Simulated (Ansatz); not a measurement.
CoPtAu:
```xyz
3
Lattice="2.7888 0.0000 0.0000 -1.3944 2.4151 0.0000 0.0000 0.0000 6.7356" Properties=species:S:1:pos:R:3 pbc="T T T"
Co     0.0000     0.0000     0.0522
Pt     0.0000     1.6101     2.0900
Au     1.3944     0.8050     4.5934
```
Starting moments (μB, in the order of the atoms Co Pt Au): 1.9 0.3 0.0.

Relaxed with PBE. Special points in fractions of this cell's reciprocal vectors: Γ (0.000, 0.000, 0.000); M (0.500, 0.000, 0.000); K (0.333, 0.333, 0.000); A (0.000, 0.000, 0.500); L (0.500, 0.000, 0.500); H (0.333, 0.333, 0.500).

Task: List the band energies nearest the Fermi level at these points for PBE (plane waves, PAW; program Ansatz).

Result: In eV from the Fermi level; about four levels below and three above (degenerate sets whole), none deeper than 8.9 eV; points with the same levels are listed once.

```csv
k,below,above
Γ ↑,-1.86 -1.86 -1.01 -1.01,8.41 9.78 15.24
M ↑,-1.64 -1.36 -0.96 -0.89,0.08 0.92 1.44
K ↑,-2.01 -1.63 -1.41 -1.14,2.84 3.34 4.26
A ↑,-1.91 -1.91 -0.82 -0.82 -0.41,4.53 13.64 14.86
L ↑,-1.38 -1.29 -1.17 -0.66,0.08 1.41 2.35
H ↑,-1.88 -1.38 -1.29 -0.85,3.60 3.81 4.65
Γ ↓,-1.44 -1.44 -1.02 -0.33 -0.33,0.40 0.40 8.51
M ↓,-2.20 -1.87 -1.63 -1.28,0.18 0.20 0.49
K ↓,-2.76 -0.73 -0.61 -0.15,0.01 0.29 3.14
A ↓,-1.38 -0.37 -0.33 -0.33,0.53 0.53 4.89
L ↓,-1.78 -1.61 -0.82 -0.68,0.01 0.13 0.34
H ↓,-2.84 -0.71 -0.61 -0.14,0.22 0.41 4.07
```

Space group P3m1. The start of the workflow was typed in or built on a structure type; neither database checked (COD, Materials Project) lists it. Its standing as an ambient phase is unchecked. The cell was relaxed with PBE under the symmetry of its start; whether a distortion lowers the energy is not shown. The final state is ferromagnetic, the only order run, not a proven ground state. Spin–orbit coupling is left out wherever it is not named.

Potentials: the earlier of the program's two PAW sets.
